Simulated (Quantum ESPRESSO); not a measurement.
# Al2Os2InSnLiSc: different elements on one site, starting from this cell

Simulated, not a measurement. The program is pw.x of Quantum ESPRESSO 7.5 (plane-wave density functional theory). The cell is made up: eight metal atoms on a face-centred cubic lattice, with elements, volume, strain and displacements drawn at random and not relaxed, so it may be unstable or far from any real phase. PseudoDojo standard norm-conserving files set the functional (PBE unless stated); there is no spin polarisation or spin-orbit coupling, the Fermi-Dirac width of 0.25 eV means electrons at about 2900 K, and the masses in the input are unused placeholders. The tin pseudopotential is less sure than most, with forces differing by about three percent from a second method on plain tin. Heavy elements are run without spin-orbit coupling, which real alloys of them have. A spin test at this wide smearing found no moment, but such smearing suppresses magnetism that the real alloy may have.

The runs put different elements on site 7. Cell, positions, cutoff, mesh and smearing stay as in the input of run 1; sites are counted in its order. Stress in the tables is positive in tension.

Input of run 1:

```
&control calculation='scf', pseudo_dir='./dojo.nc.sr.pbe.v0_5.standard.upf', outdir='./o', disk_io='minimal', tprnfor=.true., tstress=.true. /
&system ibrav=0, nat=8, ntyp=6, nbnd=53, ecutwfc=84.00895049, nosym=.true., tot_charge=0,
 occupations='smearing', smearing='fd', degauss=0.0183746611
/
&electrons conv_thr=1.470e-08, electron_maxstep=70, mixing_beta=0.5 /
ATOMIC_SPECIES
Al 1.0 Al.upf
In 1.0 In.upf
Li 1.0 Li.upf
Os 1.0 Os.upf
Sc 1.0 Sc.upf
Sn 1.0 Sn.upf
CELL_PARAMETERS angstrom
0.0 4.1215 0.0
-4.1215 0.0 -4.1215
-4.1215 0.0 4.1215
ATOMIC_POSITIONS angstrom
Al -0.0802 -0.0879 0.0984
Al -2.0668 0.09 1.95
Os -1.9874 0.0497 -1.9926
Os -4.167 -0.023 0.0486
In -1.9953 2.057 0.0254
Sn -4.1916 2.1595 1.9956
Li -4.045 1.9731 -2.2083
Sc -6.2954 2.0583 -0.0431
K_POINTS automatic
6 4 4 1 1 1
```

```
run  elements on sites 1 to 8  -TS (eV)  pressure (GPa)  stress xx (GPa)  stress yy (GPa)  stress zz (GPa)  stress yz (GPa)  stress xz (GPa)  stress xy (GPa)  iterations
  1   Al Al Os Os In Sn Li Sc    -1.193            1.04            -1.22            -0.28            -1.62             0.05             6.02             0.50          13
  2   Al Al Os Os In Sn Zr Sc    -1.420            8.81           -10.37            -3.35           -12.70             0.59             4.32            -0.04          13
  3   Al Al Os Os In Sn Sc Sc    -1.409            7.39            -8.65            -3.11           -10.42             0.41             5.22             0.12          14
  4   Al Al Os Os In Sn Zn Sc    -1.147            1.01            -2.26             1.33            -2.10            -0.03             6.00             0.42          12
  5   Al Al Os Os In Sn Nb Sc    -1.446            4.14            -5.45             1.20            -8.17             0.59             4.66            -0.10          13
```

Forces Fx Fy Fz (eV/Å):

```
site              run 1              run 2              run 3              run 4              run 5
   1     0.60 0.59 0.02    0.19 0.59 -1.09    0.25 0.58 -0.85    0.80 0.54 -0.11    0.35 0.60 -0.56
   2    0.07 -0.46 0.77   -0.17 -0.62 0.47   -0.14 -0.61 0.50   -0.08 -0.44 0.98    0.14 -0.50 0.58
   3  -0.84 -0.10 -0.31  -0.83 -0.16 -0.58  -0.85 -0.16 -0.51   -1.07 0.00 -0.14  -1.22 -0.04 -0.65
   4    0.03 0.37 -0.84   -0.25 0.27 -0.80   -0.25 0.30 -0.90    0.08 0.35 -1.11   -0.15 0.28 -0.93
   5   -1.19 0.04 -0.70   -1.68 0.08 -0.95   -1.52 0.07 -0.85   -1.38 0.08 -0.81   -1.49 0.08 -0.84
   6  -0.24 -0.57 -0.62  -0.11 -0.54 -0.57  -0.14 -0.55 -0.56  -0.17 -0.61 -0.58  -0.11 -0.55 -0.60
   7    -0.04 0.18 1.11     1.00 0.36 3.68     0.79 0.37 3.14     0.03 0.12 1.40     0.82 0.12 3.08
   8    1.62 -0.05 0.57    1.85 0.02 -0.15     1.85 0.00 0.03    1.79 -0.04 0.37    1.66 0.00 -0.09
```

Energies are left out, as each element's file has its own zero. A rerun of one cell of this series at a higher cutoff and on a denser mesh moved values by no more than 0.006 eV in energy, 0.05 GPa in stress and 0.009 eV/Å in force, and a second program with other atomic files agreed on that cell to 2 % rms in force and 0.5 GPa in pressure.